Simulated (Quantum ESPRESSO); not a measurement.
# Kohn-Sham bands of Mg3ZnO4 (R-3m)

```
CELL_PARAMETERS angstrom
     -1.51280     2.62024     0.00000
     -3.02559     0.00000     0.00000
     -1.51280     0.87341     9.85615
ATOMIC_POSITIONS crystal
  Mg 0.24977 0.24977 0.25068
  Mg 0.75023 0.75023 0.74932
  Mg 0.50000 0.50000 0.50000
  Zn 0.00000 0.00000 0.00000
  O  0.12507 0.12507 0.62478
  O  0.87493 0.87493 0.37522
  O  0.37652 0.37652 0.87045
  O  0.62348 0.62348 0.12955
```

Cell from Materials Project (mp-1222142), symmetrised, no further relaxation. Not found in the COD (Crystallography Open Database) copy used; not checked further. Method: PBEsol plane waves in Quantum ESPRESSO 7.5 (PseudoDojo norm-conserving files, 68 Ry, no spin polarisation, no spin-orbit coupling), Bloch states on a 6×6×6 mesh through Γ, Wannier90 4.0.1. Density: 12×12×12 mesh, cold smearing 0.01 Ry.

Energies are relative to the valence-band maximum; weights are on the orthonormalised atomic waves of the pseudopotential files, averaged over the group. 74 electrons a cell are treated as valence.

Question: Into which isolated groups do the bands fall, where do they lie and what are they made of?

Answer: 
```
bands  from (eV)  to (eV)  filling  weight on atomic waves
-----  ---------  -------  -------  ----------------------
1        -122.91  -122.91   filled             Zn 3s 100 %
2–4       -77.21   -77.21   filled             Zn 3p 100 %
5–7       -72.39   -72.37   filled              Mg 2s 99 %
8–16      -39.36   -39.29   filled             Mg 2p 100 %
17–20     -17.41   -15.71   filled    O 2s 89 %, Mg 3s 7 %
21–37      -5.86     0.00   filled   O 2p 64 %, Zn 3d 29 %
```

The Kohn-Sham gap over both meshes and the path is 3.08 eV.
